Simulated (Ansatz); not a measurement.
KMgH₃ (cubic perovskite)

```
KMgH3
1.0
    3.99205     0.00000     0.00000
    0.00000     3.99205     0.00000
    0.00000     0.00000     3.99205
K Mg H
1 1 3
Direct
  0.00000   0.00000   0.00000
  0.50000   0.50000   0.50000
  0.50000   0.00000   0.50000
  0.00000   0.50000   0.50000
  0.50000   0.50000   0.00000
```

E(V) scan at fixed shape, V₀ the volume above. Symmetry pins the atoms to their sites.

Computed with r2SCAN (plane waves to 500 eV, PAW, scalar-relativistic; Ansatz, a quantum-chemistry and plane-wave program). k mesh 8×8×8 (Γ-centred), Fermi-Dirac smearing 0.05 eV. Stress and pressure are positive under compression. KMgH3 was relaxed with its symmetry unable to fall.

At one point of the scan the stress tensor (GPa) is:

```
  -1.38     0.00     0.00
   0.00    -1.38     0.00
   0.00     0.00    -1.38
```

**Question.** Which point is it?
(A) V/V₀ = 1.020
(B) V/V₀ = 1.040
(C) V/V₀ = 1.060
(D) V/V₀ = 1.100

**Answer.** B, V/V₀ = 1.040

(A scan under strain: stresses follow from slopes of the energy per volume, elastic moduli from its curvatures.)
